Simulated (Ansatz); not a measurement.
With plane-wave PAW LDA (Ansatz code), VBiO$_{4}$ in the tetragonal phase (I4_1/a; V on 4b, Bi on 4a, O on 16f) relaxes to a = 5.063 Å, c = 11.431 Å. V has 4 nearest neighbours from 1.71 Å (tetrahedral). Against the elements it lies at -2.06 eV/atom, with no fitted shifts.

It is gapped at this level: 2.02 eV (indirect). The electron mass is 0.50, 1.2, 5.5 mₑ (principal values). The hole mass is 0.57, 1.6, 3.6 mₑ (principal values).

The bulk modulus is 147 GPa. The relaxed-ion elastic constants in GPa are C11 = 225, C12 = 134, C13 = 110, C33 = 200, C44 = 50.9, C66 = 74.2, C16 = -23.5. The elastic constants imply a Debye temperature near 388 K. Perturbation theory gives ε∞ = 7.74 (xx = yy), 6.50 (zz). Letting the ions move raises it to ε0 = 42.6 (xx = yy), 43.2 (zz). Born charges are V +5.10, Bi +5.82, O -2.73 e. Without the LO–TO term the highest mode at Γ lies at 824 cm⁻¹.

The LDA relaxation kept the symmetry of its start; of distortions, only those at the zone centre were tested. No spin polarisation was allowed. No Hubbard U is applied. The references are the lowest solids computed at this level, not always the standard phases (solids in place of the gases). Scalar-relativistic: spin–orbit coupling is off unless named, which matters more the heavier the elements.

Potentials: the later of the program's two PAW sets.
